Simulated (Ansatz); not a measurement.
Starting cell, ScAl$_{3}$ (Cu3Au type):

```yaml
crystal:
  lattice:
    - [4.10550, 0.00000, 0.00000]
    - [0.00000, 4.10550, 0.00000]
    - [0.00000, 0.00000, 4.10550]
  atoms:
    - { symbol: Al, position: [0.00000, 0.50000, 0.50000] }
    - { symbol: Al, position: [0.50000, 0.50000, 0.00000] }
    - { symbol: Al, position: [0.50000, 0.00000, 0.50000] }
    - { symbol: Sc, position: [0.00000, 0.00000, 0.00000] }
```

In this cell atom 1 (Al, nearest neighbour Al at 2.903 Å; its periodic images, 4.1 Å or more away, move with it) is moved by s along Cartesian z, unit vector (0.000, 0.000, 1.000); all other atoms and the cell stay fixed.

Level of theory: PBE (plane waves to 420 eV, PAW, scalar-relativistic; Ansatz, a program for electronic structure). k mesh 9×9×9 (Γ-centred), Fermi-Dirac smearing 0.05 eV. Energies are smeared free energies. With partly filled bands, energies and forces of such displacements shift with the k mesh and the smearing. ScAl3 is run without spin polarisation. ScAl3 was relaxed with its symmetry unable to fall. The zero of ΔE is the undisplaced structure. The last digit holds for this mesh only.

| s (Å) | ΔE (meV/cell) |
|---|---|
| -0.580 | 1079.0 |
| -0.464 | 681.7 |
| -0.348 | 378.6 |
| -0.232 | 166.7 |
| -0.116 | 41.5 |
| 0.000 | 0.0 |
| 0.116 | 41.5 |
| 0.232 | 166.7 |
| 0.348 | 378.6 |
| 0.464 | 681.7 |
| 0.580 | 1079.0 |

Problem. What force constant k = d²E/ds² at s = 0 does the table give?

Solution. 6.2 eV/Å². It is the second difference of the nearest points, corrected with the next pair.

Problem. With k = 6.15 eV/Å² from the forces, is the well harmonic out to s = 0.580 Å?

Solution. ½ks² = 1035 meV/cell against the computed 1079 meV/cell, so the well is close to harmonic there.

(For displaced atoms, the force is minus the slope of the energy, and its curvature is a force constant, which sets phonon frequencies.)
